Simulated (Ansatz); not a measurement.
The calculation used Ansatz, DFT PBE, scalar-relativistic, plane waves, PAW. All cells share a 420 eV cutoff and Γ-centred k meshes spaced about 0.3 Å⁻¹ or finer (0.25 for metals, 2π included). No spin polarisation.

Temperature and zero-point effects are left out.

Compare these two cells of MgNb2O4, each relaxed at this level.

A. Space group Fd-3m (No. 227), cubic, a = 8.711 Å. Mg is surrounded by 4 O at 1.91 Å; Nb is surrounded by 6 O at 2.16 Å; O is surrounded by 1 Mg at 1.91 Å and 3 Nb at 2.16 Å.

B. Space group Cmcm (No. 63), orthorhombic, a = 2.822 Å, b = 9.944 Å, c = 10.569 Å. Mg has 6 O at 2.08–2.16 Å, 2 O at 2.80 Å, 2 Mg at 2.82 Å and 2 Nb at 3.20 Å; Nb is surrounded by 6 O at 2.15–2.18 Å, 4 Nb at 2.77–2.82 Å and 1 Mg at 3.20 Å; O on a site of symmetry m2m is surrounded by 2 Mg at 2.08 Å and 2 Nb at 2.16 Å; around O on a site of symmetry m lie 3 Nb at 2.15 Å and 2 Mg at 2.16 Å; O on a site of symmetry 2/m is surrounded by 4 Nb at 2.18 Å.

Question: Which form is favoured at zero pressure, and by what margin per atom?

Answer: B is lower, by 50 meV/atom. A has the spinel type, space group Fd-3m (No. 227), 11.8 Å³/atom and no gap on its mesh; B has space group Cmcm (No. 63), 10.6 Å³/atom and no gap. Counting O atoms around Mg and Nb (those within 1.25 times the shortest such distance or 1.15 times the sum of covalent radii), A has Mg 4, Nb 6 and B has Mg 6, Nb 6. The denser one is the lower, and pressure would at first widen the difference. Both come from trial cells of a structure search, whose lowest cell (Pmma, 11.3 Å³/atom) lies 150 meV/atom below the lower of the two.

The zero gap of Cmcm may come from the functional, which often closes small gaps, or the cell may be a true semimetal. Cells relaxed within their symmetry can be saddle points. Some structure types and database cells were kept out of the candidates from the start, so a known form may be missing.
